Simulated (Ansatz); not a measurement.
AgPt$_{3}$ (Cu3Au type, Pm-3m), plane-wave PAW PBEsol (Ansatz code), all energies at zero smearing, with the estimated change up to a 700 eV cutoff added, with one set of potentials and settings (totals compare only within such a set). Cell of 4 atoms (1 Ag, 3 Pt): -44673.585 eV.

```csv
element,reference phase,E (eV/atom)
Ag,"P6_3/mmc, 4 atoms in the cell",-7522.2452
Pt,"Fm-3m, 1 atoms in the cell",-12383.8180
```

Formation energy per atom, worked out: (-44673.585 − 1×(-7522.2452) − 3×(-12383.8180))/4 = 0.029 eV/atom (3 kJ per mol of atoms), at 0 K, without zero-point energy or fitted corrections.

The workflow started from an entry of the Crystallography Open Database (COD). Whether it is the stable phase at ambient conditions was not checked. The PBEsol relaxation kept the symmetry of its start; of distortions, only those at the zone centre were tested. The run is not spin-polarised. The references are the lowest solids computed at this level, not always the standard phases. Scalar-relativistic: spin–orbit coupling is off unless named, which matters more the heavier the elements.

Potentials: the later of the program's two PAW sets.
